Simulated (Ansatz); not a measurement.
A plane-wave DFT run in Ansatz 0.2.0 (scalar-relativistic PAW potentials unless the input names others): input and command.

```yaml
crystal:
  lattice:
    - [0.0, 3.3569145541, 3.3569145541]
    - [3.3569145541, 0.0, 3.3569145541]
    - [3.3569145541, 3.3569145541, 0.0]
  atoms:
    - { symbol: Cr, position: [0.625, 0.625, 0.625], spin: 2.0 }
    - { symbol: Cr, position: [0.125, 0.625, 0.625] }
    - { symbol: Cr, position: [0.625, 0.625, 0.125] }
    - { symbol: Cr, position: [0.625, 0.125, 0.625] }
    - { symbol: Re, position: [0.0, 0.0, 0.0] }
    - { symbol: Re, position: [0.25, 0.25, 0.25] }
basis:
  ecutwfc: 420
kpoints:
  mp_grid: { grid: [10, 10, 10] }
hamiltonian:
  xc: pbe
scf:
  occupations: { method: gaussian, width: 0.1 }
  max_iter: 75
output:
  forces: true
  eigenvalues: true
  stress: true
```

```bash
ansatz run input.yaml --threads 1 --pin off --max-ram 2560MiB --backend cpu --events-out ev --progress --plain --runs-dir out
```

Problem. What is wrong with this input?

Solution. The program refuses it, because of a moment without spin polarisation (crystal.atoms[0].spin: not typed → 2.0). Without that key it is accepted.

Abridged log:
```
Error: inconsistent input (magnetization.spin_polarized): false but per-atom `spin:`, `per_species`, `initial_magnetization`, `magnetic_field`, or `spin_locking` is set
```